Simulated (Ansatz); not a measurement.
# EuTe₂ (fluorite structure)

Level of theory: DFT, PBE, scalar-relativistic, collinear spin; plane waves to 420 eV with PAW datasets (Ansatz 0.2.0), 8×8×8 k-mesh, Gaussian smearing of 0.05 eV; PAW files: Ansatz's generated set soft_2.

```xyz
3
Lattice="0.0000 3.7859 3.7859 3.7859 0.0000 3.7859 3.7859 3.7859 0.0000" Properties=species:S:1:pos:R:3 pbc="T T T"
Eu    0.0000    0.0000    0.0000
Te    1.8930    1.8930    1.8930
Te    5.6789    5.6789    5.6789
```

This is a trial structure made by placing the elements on a prototype's sites, so it needn't be the stable form.

The geometry is fixed. Moments are started on Eu in several ways. q is the propagation vector of an order in a doubled cell, in units of this cell's reciprocal vectors; doubled cells take an equivalent mesh or are counted from a ferromagnetic run in the same cell, unless said otherwise. Energies count from the first row, the state in which the cell was relaxed.

The starts:
- ferromagnetic
- no spin polarisation
- antiparallel, q = (0, 0, 1/2)
- antiparallel, q = (0, 1/2, 1/2)

Question: Which start ends lowest?

Answer: Lowest: antiparallel, q = (0, 0, 1/2).

| start | largest typed moment (μB) | ΔE (meV/atom) | gap on the mesh (eV) | P (GPa) | final spin moments (μB) |
| --- | --- | --- | --- | --- | --- |
| ferromagnetic | 7.31* | 0.0 | metal | 0.0 | Eu 6.67 |
| no spin polarisation | 0.00 | 2293.1 | metal | -2.5 | none |
| antiparallel, q = (0, 0, 1/2) | 6.00* | -5.8 | metal | -0.1 | Eu 6.64, -6.64; Te -0.08, 0.08 |
| antiparallel, q = (0, 1/2, 1/2) | 6.00* | -4.1 | metal | -0.1 | Eu 6.65, -6.65 |

A star marks runs that didn't start from the typed moments alone: the program put its own moment for the open shell in their place.

The next distinct energy lies only 1.7 meV/atom above the lowest at one geometry; relaxing each state, or a finer mesh, could change the order.

The row without spin polarisation prices the pairing of the open shell's electrons, not a magnetic ordering energy.

Only orders that fit these small cells were tried, so the real crystal's order may be another.

Without a U the 4f levels of Eu lie too near the Fermi level, so their share of the states there, and what hangs on it, is overstated. No spin–orbit coupling, a notable omission for heavy elements. Site moments are of spin, integrated over atomic spheres. A displaced or strained copy of the relaxed cell lay 0.7 meV/atom lower, so on this mesh the structure isn't a minimum; in a metal a finer mesh can change so small a difference.
